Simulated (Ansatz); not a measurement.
Relaxed Tl (hcp, Mg type):

```
CELL_PARAMETERS angstrom
      7.03993     0.00000     0.00000
     -1.75998     3.04838     0.00000
      0.00000     0.00000     5.60163
ATOMIC_POSITIONS crystal
  Tl 0.16667 0.66667 0.75000
  Tl 0.66667 0.66667 0.75000
  Tl 0.33333 0.33333 0.25000
  Tl 0.83333 0.33333 0.25000
```

Scan: atom 1 (Tl, nearest neighbour Tl at 3.460 Å; its periodic images, 3.5 Å or more away, move with it) is displaced along Cartesian [110], direction (0.707, 0.707, 0.000) in Cartesian axes, by s. The other atoms stay.

The numbers are results of r2SCAN (plane waves to 500 eV, PAW, scalar-relativistic; Ansatz, a program for electronic structure), not measurements. k mesh 6×12×7 (Γ-centred), Fermi-Dirac smearing 0.05 eV. The energy includes the smearing's −TS. With partly filled bands, energies and forces of such displacements shift with the k mesh and the smearing. Spin-orbit coupling is left out, though Tl is heavy. Tl was relaxed with its symmetry unable to fall. The zero of ΔE is the undisplaced structure. The last digit holds for this mesh only.

| s (Å) | ΔE (meV/cell) |
|---|---|
| -0.350 | 112.6 |
| -0.280 | 70.3 |
| -0.210 | 38.8 |
| -0.140 | 17.0 |
| -0.070 | 4.2 |
| 0.000 | 0.0 |
| 0.070 | 4.1 |
| 0.140 | 16.2 |
| 0.210 | withheld |
| 0.280 | 65.7 |
| 0.350 | 104.0 |

### Question
Fit a polynomial form (powers 2, 3, 4) to the given rows and predict ΔE at s = 0.210.

### Answer
Least squares on the 10 given rows: ΔE = (840.0)·s² + (-101.6)·s³ + (358.5)·s⁴, in meV/cell with s in Å; root-mean-square residual 0.08 meV/cell. At 0.210 the fit gives 36.8 meV/cell; the calculation gives 36.7 meV/cell, so the interpolation is off by 0.1 (+0.3 %). The quadratic term alone would give 37.0 meV/cell.

(For displaced atoms, the force is minus the slope of the energy, and its curvature is a force constant, which sets phonon frequencies.)
